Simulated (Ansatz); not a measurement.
Is this MgBe5 structure a true minimum?

The structure comes from a generated guess, relaxed at this level; another structure or a mixture of phases may lie lower.

Computed with DFT PBE, scalar-relativistic, plane waves, PAW in Ansatz 0.2.0. Settings: cutoff 420 eV, Γ-centred mesh 12×12×10 on the computed 6-atom cell, Gaussian smearing of 0.10 eV; no spin polarisation.

The cell below (6 atoms, space group P6/mmm (No. 191)) is relaxed within its symmetry.

```yaml
crystal:
  lattice:
    - [4.42815, 0.00000, 0.00000]
    - [-2.21407, 3.83489, 0.00000]
    - [0.00000, 0.00000, 3.56443]
  atoms:
    - { symbol: Mg, position: [0.00000, 0.00000, 0.00000] }
    - { symbol: Be, position: [0.33333, 0.66667, 0.00000] }
    - { symbol: Be, position: [0.66667, 0.33333, 0.00000] }
    - { symbol: Be, position: [0.50000, 0.00000, 0.50000] }
    - { symbol: Be, position: [0.50000, 0.50000, 0.50000] }
    - { symbol: Be, position: [0.00000, 0.50000, 0.50000] }
```

For the test a repeat of it with 12 atoms (edges 3.56, 4.43, 7.67 Å) was strained at random (σ = 1.5 % a component), the atoms were moved at random (σ = 0.05 Å), and all was relaxed again on a coarse 6×6×4 mesh (in the run’s order of axes) with 0.20 eV smearing, with no symmetry imposed.

Problem. Is the structure stable against such a distortion?

Solution. It returns, within 1 meV/atom of the unmoved cell on that mesh and with the same symmetry when read at 0.1 Å (Cmmm at 0.01 Å, so small strains and shifts remain). No instability shows in this cell; modes of other wave vectors, which need another repeat, aren't tested.
